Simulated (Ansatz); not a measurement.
ZrIn (L1₀ or tetragonal B2, P4/mmm), DFT-PBE in the program Ansatz with PAW potentials, all energies at zero smearing, with the estimated change up to a 700 eV cutoff added, with one set of potentials and settings (totals compare only within such a set). Cell of 2 atoms (1 Zr, 1 In): -9782.423 eV.

```tsv
element	reference phase	E (eV/atom)
Zr	P6_3/mmc, 2 atoms in the cell	-4183.8611
In	I4/mmm, 1 atoms in the cell	-5597.9156
```

Formation energy per atom, worked out: (-9782.423 − 1×(-4183.8611) − 1×(-5597.9156))/2 = -0.323 eV/atom (-31 kJ per mol of atoms), at 0 K, without zero-point energy or fitted corrections.

The workflow started from a Materials Project entry (that database holds measured and hypothetical structures alike); the Crystallography Open Database copy checked does not list it. With Zr and In taken as one species the cell has the higher symmetry Fm-3m, so it may be an ordered model of a mixed-site phase. Its standing as an ambient phase is unchecked. Symmetry was held in the PBE relaxation; its stability against distortions is not shown here. No spin polarisation was allowed. The references are the lowest solids computed at this level, not always the standard phases.

Potentials: the earlier of the program's two PAW sets.
